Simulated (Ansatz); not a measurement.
AgAu3:
```
AgAu3
1.0
    4.11662     0.00000     0.00000
    0.00000     4.11662     0.00000
    0.00000     0.00000     4.11662
Ag Au
1 3
Direct
  0.50000   0.50000   0.50000
  0.50000   0.00000   0.00000
  0.00000   0.50000   0.00000
  0.00000   0.00000   0.50000
```

Relaxed with r²SCAN. Special points in fractions of this cell's reciprocal vectors: Γ (0.000, 0.000, 0.000); X (0.000, 0.500, 0.000); M (0.500, 0.500, 0.000); R (0.500, 0.500, 0.500).

Question: List the band energies nearest the Fermi level at these points for DFT-r²SCAN in the program Ansatz with PAW potentials.

Answer: In eV from the Fermi level; about four levels below and three above (degenerate sets whole), none deeper than 8.9 eV; … stands for higher levels left out; points with the same levels are listed once.

```json
[
 {"k": "Γ", "below": "-2.19 -1.80 -1.80 -1.80", "above": "1.44 1.44 1.44"},
 {"k": "X", "below": "-3.20 -2.79 -2.40 -1.80", "above": "4.92 6.02 6.19 6.19"},
 {"k": "M", "below": "-1.09 -0.29 -0.29 -0.01", "above": "8.80 …"},
 {"k": "R", "below": "-0.64 -0.48 -0.48 -0.48", "above": "…"}
]
```

Space group Pm-3m (Cu3Au type). The workflow started from a Materials Project entry (that database holds measured and hypothetical structures alike); the Crystallography Open Database copy checked does not list it. With Ag and Au taken as one species the cell has the higher symmetry Fm-3m, so it may be an ordered model of a mixed-site phase. Whether it is the stable phase at ambient conditions was not checked. The cell was relaxed with r²SCAN under the symmetry of its start; whether a distortion lowers the energy is not shown. The run is not spin-polarised. Scalar-relativistic: spin–orbit coupling is off unless named, which matters more the heavier the elements.

Potentials: the later of the program's two PAW sets.
